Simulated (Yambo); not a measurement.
Yambo run on RhAgO2 (space group R-3m, No. 166). The wavefunctions are norm-conserving PBEsol (Quantum ESPRESSO, 88 Ry, without SOC) ones on a 4×4×4 mesh (24 occupied bands); a = 6.4373 Å, b = 6.4373 Å, c = 6.4373 Å, α = 27.44°, β = 27.44°, γ = 27.44°.

Yambo input:

```
rim_cut
gw0
dyson
el_el_corr
HF_and_locXC
cohsex
em1s
RandQpts= 1000000
RandGvec= 1 Ry
EXXRLvcs= 88 Ry
VXCRLvcs= 352 Ry
Chimod= "HARTREE"
% BndsRnXs
 9 | 112 |
%
NGsBlkXs= 8 Ry
% LongDrXs
 1.0 | 1.0 | 1.0 |
%
ExtendOut
% QPkrange
 11 | 11 | 24 | 25 |
 13 | 13 | 24 | 24 |
%
```

k points by index: 11 = (0.25, -0.5, -0.5), 13 = Z.

Resulting energies as the program prints them:

```
#    K-point    Band    Eo [eV]    E [eV]    E-Eo [eV]    Vxc [eV]    Vnlxc [eV]    Sc|Eo [eV]    Re(Z)    Im(Z)
#
    11    24    -0.079959    -1.672944    -1.592985    -22.56558    -27.26807    3.109509    1.000000    0.000000
    11    25    0.762502    -0.045164    -0.807666    -20.86215    -17.25901    -4.410804    1.000000    0.000000
    13    24    0.000000    -1.591940    -1.591940    -21.88356    -26.27879    2.803290    1.000000    0.000000
```
(The two width columns are left out.) Convergence of these settings isn't established.

Geometry relaxed with PBEsol.

The structure is a Materials Project entry; no match was found in the copy of COD used, and its stability was not checked.
